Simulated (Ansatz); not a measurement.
Molecular dynamics on a 2×2×1 supercell (16 atoms) of BaCaS2 (ordering on rocksalt), relaxed with r2SCAN. Forces come from PBEsol in Ansatz 0.2.0: a Langevin thermostat at fixed volume, 800 K, steps of 1 fs. Computed, non-magnetic; the trajectory is short and the cell small, so nothing here is a converged average. The structure comes from a prototype and may be hypothetical.

```yaml
crystal:
  lattice:
    - [8.6675294172, 0.0, 0.0]
    - [0.0, 8.6675294172, 0.0]
    - [0.0, 0.0, 6.1186358589]
  atoms:
    - { symbol: Ca, position: [0.0, 0.0, 0.0] }
    - { symbol: S, position: [0.0, 0.0, 0.5] }
    - { symbol: Ba, position: [0.25, 0.25, 0.5] }
    - { symbol: S, position: [0.25, 0.25, 0.0] }
    - { symbol: Ca, position: [0.0, 0.5, 0.0] }
    - { symbol: S, position: [0.0, 0.5, 0.5] }
    - { symbol: Ba, position: [0.25, 0.75, 0.5] }
    - { symbol: S, position: [0.25, 0.75, 0.0] }
    - { symbol: Ca, position: [0.5, 0.0, 0.0] }
    - { symbol: S, position: [0.5, 0.0, 0.5] }
    - { symbol: Ba, position: [0.75, 0.25, 0.5] }
    - { symbol: S, position: [0.75, 0.25, 0.0] }
    - { symbol: Ca, position: [0.5, 0.5, 0.0] }
    - { symbol: S, position: [0.5, 0.5, 0.5] }
    - { symbol: Ba, position: [0.75, 0.75, 0.5] }
    - { symbol: S, position: [0.75, 0.75, 0.0] }
kpoints:
  mp_grid: { grid: [2, 2, 2] }
hamiltonian:
  xc: pbesol
scf:
  occupations: { method: fermi_dirac, width: 0.069 }
md:
  ensemble: nvt_langevin
  temperature: 800
  timestep: 1.0
  n_steps: 40
  initial_velocities: maxwell_boltzmann
  seed: 3673
```

Command: `ansatz run input.yaml --threads 4 --pin off --max-ram 3686MiB --backend cpu --events-out ev --progress --plain --runs-dir out`.

Q: It ran on 4 threads of AMD EPYC (Zen 3), with other jobs on the host, load about 0.9 per core. About how long did it take, and how much host memory at the peak?

A: About 5.2 min, with a peak of 1.4 GiB.

Q: How do temperature and energy develop?

A: The temperature starts at 750 K, is lowest at step 39 (358 K, 39 fs) and ends at 360 K. The thermostat hasn't had time to restore it. The atoms start on their lattice sites with kinetic energy alone, so much of it first passes into potential energy. By the last step the atoms have moved 0.23 Å in the root mean square, the drift of the whole cell taken out, 0.51 Å at most.
```
step  t (fs)  T (K)  free energy F from step 0 (meV/atom)  kinetic energy (meV/atom)  largest force (eV/Å)
   0       0    750                                   0.0                       96.9                  0.00
   1       1    776                                   0.1                      100.3                  0.04
   2       2    784                                   0.2                      101.3                  0.08
   3       3    801                                   0.5                      103.6                  0.13
   4       4    750                                   1.0                       97.0                  0.18
   5       5    787                                   1.5                      101.7                  0.23
   6       6    816                                   2.2                      105.5                  0.28
   7       7    804                                   3.1                      103.9                  0.32
   8       8    828                                   4.0                      107.0                  0.36
   9       9    825                                   5.1                      106.6                  0.41
  10      10    826                                   6.3                      106.7                  0.44
  11      11    860                                   7.6                      111.2                  0.48
  12      12    882                                   9.1                      114.1                  0.52
  13      13    864                                  10.7                      111.6                  0.57
  14      14    844                                  12.4                      109.0                  0.60
  15      15    816                                  14.2                      105.5                  0.64
  16      16    836                                  16.2                      108.0                  0.68
  17      17    858                                  18.2                      110.9                  0.71
  18      18    772                                  20.3                       99.7                  0.74
  19      19    727                                  22.4                       94.0                  0.77
  20      20    697                                  24.5                       90.1                  0.80
  21      21    688                                  26.7                       89.0                  0.83
  22      22    620                                  28.7                       80.1                  0.86
  23      23    611                                  30.8                       79.0                  0.88
  24      24    601                                  32.9                       77.6                  0.91
  25      25    529                                  35.0                       68.4                  0.94
  26      26    542                                  37.1                       70.0                  0.97
  27      27    527                                  39.2                       68.1                  1.00
  28      28    527                                  41.2                       68.1                  1.03
  29      29    477                                  43.1                       61.7                  1.07
  30      30    489                                  45.1                       63.2                  1.10
  31      31    465                                  47.1                       60.1                  1.13
  32      32    459                                  49.0                       59.4                  1.17
  33      33    442                                  51.0                       57.1                  1.21
  34      34    436                                  53.1                       56.4                  1.25
  35      35    401                                  55.1                       51.8                  1.30
  36      36    411                                  57.2                       53.1                  1.36
  37      37    395                                  59.4                       51.0                  1.41
  38      38    383                                  61.5                       49.6                  1.46
  39      39    358                                  63.4                       46.2                  1.51
  40      40    360                                  65.1                       46.5                  1.56
```

Positions (Å) and forces (eV/Å) at step 40:
```
Ca   0.120   0.200  -0.112    -0.398  -0.225   0.259
S    0.118  -0.073   2.832    -0.245   0.258   0.269
Ba   2.276   2.215   3.002    -0.569  -0.447  -0.348
S    2.092   2.134  -0.156     0.156   0.157   0.638
Ca   0.153   4.597  -0.060    -0.586  -0.839   0.029
S   -0.091   4.228   3.183     0.515   0.818   0.038
Ba   2.136   6.403   3.104    -0.090   0.584  -0.502
S    2.030   6.405  -0.074     0.739   0.431   0.557
Ca   4.298  -0.014  -0.067     0.204   0.296   0.644
S    4.462   0.165   3.538    -0.649  -0.841  -1.147
Ba   6.501   2.202   3.056     0.414  -0.441   0.154
S    6.476   2.020   0.091    -0.213   0.439  -0.394
Ca   4.606   4.443  -0.087    -0.228  -0.330   0.068
S    4.308   4.341   3.146     0.390   0.122  -0.054
Ba   6.373   6.478   3.051     0.795   0.588   0.282
S    6.525   6.699   0.093    -0.234  -0.572  -0.494
```
